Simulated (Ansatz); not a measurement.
Input and command of a calculation in Ansatz (plane waves; scalar-relativistic PAW potentials unless the input names others):

```yaml
crystal:
  lattice:
    - [3.9916121698, 0.0, 0.0]
    - [-1.9958060849, 3.4568375411, 0.0]
    - [0.0, 0.0, 4.9536769525]
  atoms:
    - { symbol: Si, position: [0.3333333333, 0.6666666667, 0.5] }
    - { symbol: Si, position: [0.6666666667, 0.3333333333, 0.5] }
    - { symbol: Br, position: [0.0, 0.0, 0.0] }
kpoints:
  mp_grid: { grid: [12, 12, 10] }
hamiltonian:
  xc: r2scan
  dispersion: d3bjatm
scf:
  occupations: { method: gaussian, width: 0.1 }
  lower_state_search: light
output:
  forces: true
  eigenvalues: true
  stress: true
relax:
  adjacent_minimum: "off"
  f_tol: 0.01
  max_steps: 80
  cell: { stress_tol: 0.05 }
```

```bash
ansatz run input.yaml --threads 1 --pin off --max-ram 2560MiB --backend cpu --events-out ev --progress --plain --runs-dir out
```

Abridged log:
```
Pseudopotentials: kind: paw
Pseudopotential: Si, paw, valence charge 4, recommended cutoff 500 eV (meta_gga)
Pseudopotential: Br, paw, valence charge 7, recommended cutoff 500 eV (meta_gga)
Functional definition: r2SCAN
Crystal: 3 atoms, lattice volume = 68.353 Å³
Basis set: ecut = 500 eV, 1753 PW (Γ), exchange–correlation on 120×120×160 points (64 copies of the dense FFT grid, shifted against one another)
Bands: 12, of which v1, the nominal top of the filled ones, is band 8 counted from 1 (7 counted from 0)
Symmetry: 24 space group operations
Space group: P6/mmm (ITA 191), of the structure as read, at distance tolerance 4.1e-5 Å
k-points: 114 of 1440
Initial density: superposition of atomic densities (neutral atoms: chi_scale 0, normalization atom), corrected by the library's trained network
Initial wavefunctions: pseudopotential atomic-orbital guess
Functional: x = r2scan, c = r2scan; τ floored in thin density (d = 2e-4 eV/Å³)
SCF iter   1: F=—  HF=-4070.358041 eV  |F-HF|=—  |Δ(HF+E_count)|=         —  Δρ=5.51e-3  dr2=5.11e-2  dr2_τ=8.93e-3  ethr=1.77e-3  ⟨swp⟩=6.3  Hψ=10017  notcnv=0
SCF iter   2: F=—  HF=-4070.367634 eV  |F-HF|=—  |Δ(HF+E_count)|=   9.59e-3  Δρ=3.16e-3  dr2=1.52e-2  dr2_τ=1.50e-4  ethr=3.40e-4  ⟨swp⟩=2.0  Hψ=2688  notcnv=0  defer=26
SCF iter   3: F=—  HF=-4070.363892 eV  |F-HF|=—  |Δ(HF+E_count)|=   3.74e-3  Δρ=4.13e-4  dr2=2.06e-4  dr2_τ=1.13e-5  ethr=1.02e-4  ⟨swp⟩=2.4  Hψ=2062  notcnv=0  defer=26
SCF iter   4: F=—  HF=-4070.363896 eV  |F-HF|=—  |Δ(HF+E_count)|=   4.53e-6  Δρ=1.23e-4  dr2=7.93e-6  dr2_τ=2.00e-6  ethr=1.37e-6  ⟨swp⟩=2.0  Hψ=2195  notcnv=0  defer=26
SCF iter   5: F=—  HF=-4070.363905 eV  |F-HF|=—  |Δ(HF+E_count)|=   8.17e-6  Δρ=3.36e-5  dr2=1.38e-6  dr2_τ=5.89e-8  ethr=5.29e-8  ⟨swp⟩=2.0  Hψ=2190  notcnv=0  defer=26
SCF iter   6: F=-4070.363904 eV  HF=-4070.363904 eV  |F-HF|=2.43e-8  |Δ(HF+E_count)|=   1.75e-7  Δρ=9.20e-6  dr2=3.66e-8  dr2_τ=1.10e-9  ethr=6.67e-10  ⟨swp⟩=6.8  Hψ=8459  notcnv=0
SCF 1 converged in 6 iterations: F = -4070.363904 eV  dr2 = 3.66e-8
relax step   1: F+E_penalty+E_count = -4070.36390442 eV  Δ(F+E_penalty+E_count) = +0.000e0 eV  max|allowed force component| = 8.635e-17 eV/Å  Δτ_max = 0.0000 Å  P = -0.214 GPa  Ω = 68.353 Å³  (6 SCF iters, dr2 threshold 1.00e-7 eV, accepted)
Crystal: 3 atoms, lattice volume = 68.972 Å³
Basis set: ecut = 500 eV, 1765 PW (Γ), exchange–correlation on 120×120×160 points (64 copies of the dense FFT grid, shifted against one another)
Initial density: handed on by an earlier stage of this run
Initial wavefunctions: those handed on with the density
SCF iter   1: F=—  HF=-4070.371797 eV  |F-HF|=—  |Δ(HF+E_count)|=         —  Δρ=1.09e-3  dr2=2.33e-3  dr2_τ=3.91e-4  ethr=1.45e-5  ⟨swp⟩=2.6  Hψ=11555  notcnv=0
SCF iter   2: F=—  HF=-4070.373984 eV  |F-HF|=—  |Δ(HF+E_count)|=   2.19e-3  Δρ=7.85e-4  dr2=7.16e-4  dr2_τ=5.73e-5  ethr=1.45e-5  ⟨swp⟩=2.0  Hψ=2232  notcnv=0
   ...
SCF iter   3: F=—  HF=-4070.374690 eV  |F-HF|=—  |Δ(HF+E_count)|=   1.94e-6  Δρ=9.25e-5  dr2=5.21e-6  dr2_τ=2.24e-7  ethr=2.09e-7  ⟨swp⟩=2.6  Hψ=2100  notcnv=0
SCF iter   4: F=—  HF=-4070.374691 eV  |F-HF|=—  |Δ(HF+E_count)|=   1.20e-6  Δρ=2.54e-5  dr2=4.29e-7  dr2_τ=7.34e-9  ethr=3.47e-8  ⟨swp⟩=2.0  Hψ=2180  notcnv=0
SCF iter   5: F=-4070.374691 eV  HF=-4070.374691 eV  |F-HF|=3.36e-9  |Δ(HF+E_count)|=   1.27e-7  Δρ=2.67e-6  dr2=3.49e-9  dr2_τ=1.53e-10  ethr=2.00e-9  ⟨swp⟩=6.5  Hψ=7031  notcnv=0
SCF 3 converged in 5 iterations: F = -4070.374691 eV  dr2 = 3.49e-9
relax step   3: F+E_penalty+E_count = -4070.37469133 eV  Δ(F+E_penalty+E_count) = -8.437e-4 eV  max|allowed force component| = 3.947e-16 eV/Å  Δτ_max = 0.0000 Å  P = +0.026 GPa  Ω = 69.039 Å³  energy of the carried Pulay correction = -3.828e-5 eV  (5 SCF iters, dr2 threshold 3.00e-7 eV, accepted)
Initial wavefunctions: pseudopotential atomic-orbital guess (no wavefunctions were taken with the density)
SCF iter   1: F=—  HF=-4070.374734 eV  |F-HF|=—  |Δ(HF+E_count)|=         —  Δρ=1.33e-5  dr2=1.45e-8  dr2_τ=5.03e-8  ethr=1.69e-6  ⟨swp⟩=3.1  Hψ=13966  notcnv=0
SCF iter   2: F=—  HF=-4070.374734 eV  |F-HF|=—  |Δ(HF+E_count)|=   1.25e-7  Δρ=7.05e-6  dr2=7.58e-9  dr2_τ=5.62e-9  ethr=9.69e-11  ⟨swp⟩=3.7  Hψ=3426  notcnv=0
SCF iter   3: F=—  HF=-4070.374734 eV  |F-HF|=—  |Δ(HF+E_count)|=   2.94e-8  Δρ=3.51e-6  dr2=1.96e-9  dr2_τ=1.45e-9  ethr=5.05e-11  ⟨swp⟩=2.0  Hψ=2228  notcnv=0
SCF iter   4: F=—  HF=-4070.374734 eV  |F-HF|=—  |Δ(HF+E_count)|=   9.93e-9  Δρ=4.87e-7  dr2=1.65e-10  dr2_τ=3.86e-11  ethr=1.31e-11  ⟨swp⟩=2.0  Hψ=2234  notcnv=0
SCF iter   5: F=-4070.374734 eV  HF=-4070.374734 eV  |F-HF|=5.00e-12  |Δ(HF+E_count)|=  1.27e-10  Δρ=9.99e-8  dr2=4.43e-12  dr2_τ=5.32e-13  ethr=1.00e-12  ⟨swp⟩=5.5  Hψ=7941  notcnv=0
SCF 4 converged in 5 iterations: F = -4070.374734 eV  dr2 = 4.43e-12
SCF converged after 5 iterations
Free energy (F): -4070.374734 eV
Harris-Foulkes:  -4070.374734 eV  (|F-HF|=5.00e-12)
Internal energy: -4070.366412 eV  (E = F + TS)
E sigma→0 (E₀):  -4070.370573 eV
Entropy (-TS):   -0.008322 eV (-2.774 meV/atom)
Fermi energy:    5.507968 eV
  E_disp       = -0.394982  (pairwise vdW)
--- Forces (eV/Å), atoms counted from 1 ---
  atom   1  Si     0.00000000     0.00000000     0.00000000
  atom   2  Si     0.00000000     0.00000000     0.00000000
  atom   3  Br     0.00000000     0.00000000     0.00000000
--- Stress (GPa, compression-positive) ---
        0.036941       0.000000       0.000000
        0.000000       0.036941       0.000000
        0.000000       0.000000       0.006761
  P = ⅓ Tr σ = 0.0269 GPa (0.269 kbar)
--- Relaxed structure (3 steps of the walk, 3 accepted, 1 SCFs on fresh bases) ---
  F+E_penalty+E_count = -4070.37473414 eV   max|allowed force component| = 3.022e-16 eV/Å   (the final SCF, on the basis selected at the relaxed cell)
  cell:  # Å, volume = 69.0394 Å³
    - [3.96403243, 0.0, 0.0]
    - [-1.98201621, 3.43295278, 0.0]
    - [0.0, 0.0, 5.07331422]
  atoms:
    - { symbol: Si, position: [0.33333333, 0.66666666, 0.50000000] }
    - { symbol: Si, position: [0.66666666, 0.33333333, 0.50000000] }
    - { symbol: Br, position: [0.0, 0.0, 0.0] }
```

Apart from outputs and empty bands, the input differs from a reference run on usual settings in scf.lower_state_search: not typed → "light"; hamiltonian.xc: "pbe" → "r2scan"; hamiltonian.dispersion: not typed → "d3bjatm"; basis.ecutwfc: 420 → not typed. The reference, at the same start, ended its own course with a relaxed volume of 22.78 Å³/atom, pressure 0.01 GPa, largest force 0.000 eV/Å, no gap on the mesh. This run converged in 21 SCF iterations over all its steps (reference: 16) with a total energy on another zero, a relaxed volume of 23.01 Å³/atom, pressure 0.03 GPa, largest force 0.000 eV/Å, no gap on the mesh.

It took 45 s on 1 thread of Intel(R) Xeon(R) Platinum 8488C (Sapphire Rapids), with other jobs on the host, peak memory 0.62 GiB.